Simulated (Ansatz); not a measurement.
Ni:
```
CELL_PARAMETERS angstrom
      2.30473     0.00000     0.00000
      0.00000     2.30473     0.00000
      0.00000     0.00000     2.30473
ATOMIC_POSITIONS crystal
  Ni 0.00000 0.00000 0.00000
```
Starting moments (μB, in the order of the atoms Ni): 0.9.

Relaxed with r²SCAN. Special points in fractions of this cell's reciprocal vectors: Γ (0.000, 0.000, 0.000); X (0.000, 0.500, 0.000); M (0.500, 0.500, 0.000); R (0.500, 0.500, 0.500).

### Question
List the band energies nearest the Fermi level at these points for r²SCAN in the plane-wave PAW code Ansatz.

### Answer
In eV from the Fermi level; about four levels below and three above (degenerate sets whole), none deeper than 8.9 eV; … stands for higher levels left out; points with the same levels are listed once.

```csv
k,below,above
Γ ↑,-8.61 -4.30 -4.30,…
X ↑,-3.86 -2.00 -2.00 -1.29,…
M ↑,-3.46 -1.78 -1.78 -0.12,…
R ↑,-3.94 -3.94 -3.94 -0.06 -0.06,…
Γ ↓,-8.68 -3.31 -3.31,…
X ↓,-2.80 -1.39 -0.77 -0.77,…
M ↓,-4.07 -2.46 -0.53 -0.53,1.22 …
R ↓,-2.97 -2.97 -2.97,1.28 1.28 …
```

Space group Pm-3m (simple cubic). The cell is a constructed one: a structure type filled with these elements; neither database checked (COD, Materials Project) lists it. It is not the phase usual at ambient conditions (space group No. 225). Symmetry was held in the r²SCAN relaxation. At this level the phase is mechanically unstable. Spin order of the final state: ferromagnetic, chosen from 3 collinear starts compared on coarse meshes (ties went to the first, and starts can fall back to one state), not a proven ground state. Other orbital occupations within this spin state were not tried. For itinerant 3d metals, meta-GGAs of the SCAN family and hybrids are commonly reported to give too large moments.

Potentials: the later of the program's two PAW sets.
